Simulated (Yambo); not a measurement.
**Convergence of the G0W0 gap of CsCdCl$_{3}$**

G0W0@LDA for CsCdCl$_{3}$ (cubic perovskite, space group Pm-3m, No. 221) in Yambo. Reference settings: 2×2×2 Γ-centred k mesh, bands 5 to 268 and a 8 Ry block in the screening, 268 bands in G with the Bruneval-Gonze terminator, plasmon pole fitted at 27.2 eV. The LDA gap R → Γ on this mesh is 1.45 eV; G0W0 gaps are taken between the same points.

```json
[
 {"change from the reference": "reference settings", "G0W0 gap R → Γ (eV)": "3.73", "shift of the valence edge (eV)": "-1.21", "rough Yambo cost": "1"},
 {"change from the reference": "144 bands in W, 144 bands in G", "G0W0 gap R → Γ (eV)": "3.85", "shift of the valence edge (eV)": "-1.09", "rough Yambo cost": "within a factor of two"},
 {"change from the reference": "wavefunctions cut at 50 Ry", "G0W0 gap R → Γ (eV)": "3.74", "shift of the valence edge (eV)": "-1.20", "rough Yambo cost": "about 1/2"},
 {"change from the reference": "exchange cut at 20 Ry", "G0W0 gap R → Γ (eV)": "3.62", "shift of the valence edge (eV)": "-0.85", "rough Yambo cost": "–"},
 {"change from the reference": "exchange cut at 40 Ry", "G0W0 gap R → Γ (eV)": "3.69", "shift of the valence edge (eV)": "-1.14", "rough Yambo cost": "–"},
 {"change from the reference": "exchange cut at 5 Ry", "G0W0 gap R → Γ (eV)": "2.81", "shift of the valence edge (eV)": "0.93", "rough Yambo cost": "–"},
 {"change from the reference": "95 bands in W, 95 bands in G, 3 Ry block", "G0W0 gap R → Γ (eV)": "3.92", "shift of the valence edge (eV)": "-0.89", "rough Yambo cost": "about 1/5"},
 {"change from the reference": "95 bands in W, 95 bands in G, 6 Ry block", "G0W0 gap R → Γ (eV)": "3.98", "shift of the valence edge (eV)": "-0.96", "rough Yambo cost": "about 1/5"},
 {"change from the reference": "207 bands in W, 207 bands in G, 2 Ry block", "G0W0 gap R → Γ (eV)": "3.67", "shift of the valence edge (eV)": "-0.94", "rough Yambo cost": "about 1/2"},
 {"change from the reference": "6 Ry block", "G0W0 gap R → Γ (eV)": "3.67", "shift of the valence edge (eV)": "-1.12", "rough Yambo cost": "within a factor of two"},
 {"change from the reference": "95 bands in W, 95 bands in G, no terminator", "G0W0 gap R → Γ (eV)": "3.91", "shift of the valence edge (eV)": "-0.68", "rough Yambo cost": "about 1/3"},
 {"change from the reference": "207 bands in W, 207 bands in G, 3 Ry block, no terminator", "G0W0 gap R → Γ (eV)": "3.62", "shift of the valence edge (eV)": "-0.88", "rough Yambo cost": "about 1/2"},
 {"change from the reference": "144 bands in W, 144 bands in G, no terminator", "G0W0 gap R → Γ (eV)": "3.76", "shift of the valence edge (eV)": "-0.84", "rough Yambo cost": "within a factor of two"},
 {"change from the reference": "no terminator", "G0W0 gap R → Γ (eV)": "3.68", "shift of the valence edge (eV)": "-1.06", "rough Yambo cost": "within a factor of two"},
 {"change from the reference": "207 bands in W, 207 bands in G, no terminator", "G0W0 gap R → Γ (eV)": "3.68", "shift of the valence edge (eV)": "-0.97", "rough Yambo cost": "within a factor of two"}
]
```

The reference isn't shown to be the converged limit. Costs are rough (shared machines), scaled to the same edge states, and given only for runs that recompute the screening.

Spin-orbit splittings are left out. The cell is held in this high symmetry; tilts and polar distortions were not searched.

Geometry of the Materials Project entry, not relaxed at this level; primitive cell a = 5.2644 Å, b = 5.2644 Å, c = 5.2644 Å, α = 90.00°, β = 90.00°, γ = 90.00°.

A shift is the quasiparticle energy of the state minus its LDA energy.
